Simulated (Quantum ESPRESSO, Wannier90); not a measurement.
# Wannierisation of ZnSe (zinc blende)

```
begin unit_cell_cart
ang
    0.0000000000    2.8324450000    2.8324450000
    2.8324450000    0.0000000000    2.8324450000
    2.8324450000    2.8324450000    0.0000000000
end unit_cell_cart
begin atoms_frac
Zn   0.0000000000  0.0000000000  0.0000000000
Se   0.2500000000  0.2500000000  0.2500000000
end atoms_frac
```

Structure: Materials Project mp-1190, symmetrised, not relaxed again. COD (Crystallography Open Database) has the formula in 2 space groups, this one among them (matched by group alone). Method: PBEsol plane waves in Quantum ESPRESSO 7.5 (PseudoDojo norm-conserving files, 69 Ry, no spin polarisation, no spin-orbit coupling), Bloch states on a 10×10×10 mesh through Γ, Wannier90 4.0.1. Density: 10×10×10 mesh, cold smearing 0.01 Ry. Spin-orbit coupling, left out, would split the p-like bands by a few tenths of an eV.

Bands 10,16-18 form an isolated set from -13.30 to 0.00 eV relative to the valence-band maximum (on the path) and are turned into 4 Wannier functions by minimising the spread from the start: s functions at the bond centres. Bands 11–15 (Zn 3d 95 %, Se 4p 4 %) lie between the kept ones and are excluded.

Q: Where do the functions sit, how wide are they and what are they made of?

A: 
| functions | spread (Å²) | nearest atom, distance (Å) | second atom, distance (Å) | weight on atomic waves |
|---|---|---|---|---|
| 4 | 2.46 | Se 0.71 | Zn 1.74 | Se 4p 59 %, Se 4s 23 %, Zn 4s 9 % |

Ω_I = 9.50 Å², Ω_total = 9.84 Å²; the interpolated bands follow pw.x to 6.4 meV rms on the path. It is the lowest total spread that any start reached here.
